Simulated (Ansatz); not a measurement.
# What DFT gives for YbNi$_{3}$H$_{2}$

```
CELL_PARAMETERS angstrom
5.04715 0.00000 0.00000
-2.52358 4.37096 0.00000
0.00000 0.00000 3.05765
ATOMIC_POSITIONS crystal
Ni 0.50000 0.00000 0.50000
Ni 0.50000 0.50000 0.50000
Ni 0.00000 0.50000 0.50000
Yb 0.00000 0.00000 0.00000
H 0.33330 0.66670 0.00000
H 0.66660 0.33330 0.00000
```

Method: PBE, no spin polarisation; PAW, plane waves to 420 eV, 6×6×8 Γ-centred mesh, gaussian occupations (width 0.1777 eV) (Ansatz 0.2.0), atoms fixed.

Problem. Give the Bader charges.

Solution. Bader charges in e: Yb +1.24, Ni -0.28, H -0.21. In the mean Yb gives up most and Ni takes most.

Problem. Is there a gap?

Solution. It is a metal, with about 12 states/eV a cell as the mean within 0.25 eV of the Fermi level, mostly Yb f (69 %) and Ni d (24 %).

Problem. What do density and ELF say about some of the short contacts?

Solution. Ni–H at 2.11 Å: least valence density 0.26 e/Å³ and ELF 0.28 there. Yb–H at 2.91 Å: least valence density 0.11 e/Å³ and ELF 0.08 there. Yb–Ni at 2.95 Å: least valence density 0.17 e/Å³ and ELF 0.15 there. These are pseudo-fields; inside the PAW spheres they differ from the all-electron ones.

Problem. What is the formation energy?

Solution. 0.04 eV an atom against the elements' usual phases (free molecules for gases, crystals otherwise, with no correction for O₂ or N₂), too near zero to call. Relaxing would lower it.

Problem. What does the stress say?

Solution. The pressure is -8.7 GPa (compression positive), so with the atoms held at these fractions the cell would first shrink.

Origin: a known structure type with other elements, at an estimated volume, so it need not be a known compound. Caveats: no spin polarisation, so a magnetic state may lie lower; wide smearing; f levels without a U or exact exchange are poorly placed.
